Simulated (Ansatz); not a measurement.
**Ba (P6/mmm), axial (c/a) deformation path**

Method: Ansatz 0.2.0, DFT LDA, scalar-relativistic, plane waves, PAW. The runs took a 420 eV cutoff, a Γ-centred 9×9×14 mesh and Gaussian smearing (0.15 eV). No spin polarisation. Energies are free energies at this smearing, counted from the undisturbed cell; pressure is positive in compression.

Reference structure (as given, not relaxed at this level; it stands at -0.6 GPa; this form isn't the usual structure):

```xyz
2
Lattice="6.9961 0.0000 0.0000 -3.4980 6.0588 0.0000 0.0000 0.0000 3.9094" Properties=species:S:1:pos:R:3 pbc="T T T"
Ba    0.0000    4.0392    1.9547
Ba    3.4980    2.0196    1.9547
```

At fixed volume and fractional coordinates, lengths along (0.000, 0.000, 1.000) are scaled against those across it; ρ is that ratio over its starting value. The cell is metallic on the mesh throughout.

| ρ | ΔE (meV/atom) | pressure (GPa) |
| --- | --- | --- |
| 0.850 | ? | ? |
| 0.920 | 9.2 | -0.4 |
| 0.960 | -1.4 | -0.5 |
| 1.000 | 0.0 | -0.6 |
| 1.100 | 42.4 | -0.6 |
| 1.200 | 119.6 | -0.6 |

(1) Give the withheld values.

Results:

(1) ΔE (meV/atom) at ρ = 0.850: 66.4; pressure (GPa) at ρ = 0.850: -0.2.